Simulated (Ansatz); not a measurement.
SiMo₂C in space group P6_3/mmc (No. 194; Si on 2d, Mo on 4f, C on 2a) at seven volumes, DFT-PBE in the program Ansatz with PAW potentials, shape and atoms relaxed at each. One row is withheld.

```csv
V (Å³/atom),P (GPa)
11.754,25.55
12.141,15.69
12.529,7.31
12.916,0.00
13.304,?
13.691,-11.47
14.079,-15.95
```

Question: Fit the shown pressures and predict the withheld one.

Answer: Third-order Birch–Murnaghan: P = (3/2)B₀(x^(7/2) − x^(5/2))[1 + (3/4)(B′ − 4)(x − 1)] with x = (V₀/V)^(2/3). Least squares on the six rows gives V₀ = 12.918 Å³/atom, B₀ = 222.2 GPa, B′ = 4.17. At V = 13.304, x = 0.9806 and P = -6.15 GPa. The run itself gave -6.20 GPa.

The start of the workflow was typed in or built on a structure type; neither database checked (COD, Materials Project) lists it. Its standing as an ambient phase is unchecked. The cell was relaxed with PBE under the symmetry of its start; whether a distortion lowers the energy is not shown. The run is not spin-polarised.

Potentials: the earlier of the program's two PAW sets.
